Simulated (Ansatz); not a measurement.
**Polymorphs of Mg**

19 relaxations of Mg ended in 5 distinct structures. All values below come from PBEsol (plane waves to 420 eV, PAW, scalar-relativistic; Ansatz, an electronic-structure program).

| # | space group | Pearson | type | E − E(lowest) (eV/atom) | V (Å³/atom) | coordination | runs ending here |
|---|---|---|---|---|---|---|---|
| 1 | P6₃/mmc | hP2 | hcp (Mg type) | 0.00 | 22.53 | Mg 12 (anticuboctahedral) | 6 |
| 2 | Fm-3m | cF4 | fcc (Cu type) | 0.01 | 22.69 | Mg 12 (cuboctahedral) | 4 |
| 3 | Im-3m | cI2 | bcc (W type) | 0.03 | 22.49 | Mg 8 (cubic)+6 | 5 |
| 4 | P6/mmm | hP3 | – | 0.06 | 22.81 | – | 1 |
| 5 | Fd-3m | cF8 | diamond type | 0.83 | 39.01 | Mg 4 (tetrahedral) | 3 |

Coordination numbers (neighbours up to the widest gap in distance over summed covalent radii, below 1.35; n+m marks a second, longer set). All are gapless at this level. P6₃/mmc, hP2, hcp (Mg type) is the lowest among the structures calculated here.

Mg is modelled in the hexagonal space group P6₃/mmc (No. 194), the hcp (Mg type) structure, Pearson symbol hP2. Conventional cell: a = 3.1667 Å, b = 3.1667 Å, c = 5.1890 Å, α = 90.00°, β = 90.00°, γ = 120.00°. Mg on 2d is coordinated by 12 Mg at 3.167–3.174 Å (anticuboctahedral). (Neighbours: up to the widest gap in distance over summed covalent radii, below 1.35, at either atom.)

Each run could gain symmetry but not lose that of its start, so entries can be saddle points. From databases, or of a type measured for this composition: P6₃/mmc, hP2, hcp (Mg type); Im-3m, cI2, bcc (W type); the others are generated cells (placed on structure types, drawn at random, substituted or restacked) that were not matched to a known phase here. Energies are at zero temperature and pressure, without zero-point motion. No spin polarisation in the result.
